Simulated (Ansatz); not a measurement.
Is this CsTl structure stable?

It was reached by relaxing an invented guess, and it needn't be the stable form of this composition.

Theory: DFT PBE, scalar-relativistic, plane waves, PAW in Ansatz 0.2.0. Settings of the last relaxation (2-atom cell): 420 eV, 12×12×12 k points, Gaussian smearing of 0.10 eV, no spin polarisation.

```yaml
crystal:
  lattice:
    - [4.66360, 0.00000, 0.00000]
    - [0.00000, 4.66360, 0.00000]
    - [0.00000, 0.00000, 4.66360]
  atoms:
    - { symbol: Cs, position: [0.50000, 0.50000, 0.50000] }
    - { symbol: Tl, position: [0.00000, 0.00000, 0.00000] }
```

Energies over the elements count from the elements' standard structures at the same level, with no fitted energy shifts.

Problem. These tests were run: energy against the elements; random kick, then relaxation without symmetry; phonons on a 2×2×2 q mesh. What do they show?

Solution.

```tsv
test	result
energy against the elements	+0.08 eV/atom
random kick, then relaxation without symmetry	returns
phonons on a 2×2×2 q mesh	imaginary modes down to 22i cm⁻¹
```

It fails one test: energy against the elements. It may still be a metastable minimum. Undecided within the accuracy: phonons on a 2×2×2 q mesh.

These runs have no spin–orbit coupling, which can matter for Tl. The cell is a metal run without spin; a magnetic state may lie lower. The kick test ran on a coarse mesh. The run for the phonons used a 12×12×12 k mesh and Fermi–Dirac smearing of 0.15 eV.
